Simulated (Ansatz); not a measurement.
CuSn (NiAs type, P6_3/mmc) under volume change, r²SCAN in the plane-wave PAW code Ansatz, shape and atoms relaxed at each volume.

```tsv
V (Å³/atom)	E − E(relaxed) (meV/atom)	P (GPa)
16.917	?	?
17.475	21.0	6.48
18.032	4.9	2.92
18.590	0.0	-0.01
19.148	4.4	-2.44
19.705	?	?
20.263	35.1	-6.18
```

Complete the blanks.


- 16.917, E − E(relaxed) (meV/atom): 50.9
- 16.917, P (GPa): 10.79
- 19.705, E − E(relaxed) (meV/atom): 16.5
- 19.705, P (GPa): -4.47

What does a third-order Birch–Murnaghan fit give for V₀, B₀ and B′?

V₀ = 18.59 Å³/atom, B₀ = 89.4 GPa, B′ = 5.2.

The workflow started from a Materials Project entry (that database holds measured and hypothetical structures alike); the Crystallography Open Database files this formula in space group No. 194, but the cells were not matched. Its standing as an ambient phase is unchecked. The r²SCAN relaxation kept the symmetry of its start; its stability against distortions is not shown here. No spin polarisation was allowed. Spin–orbit coupling is left out wherever it is not named.

Potentials: the later of the program's two PAW sets.
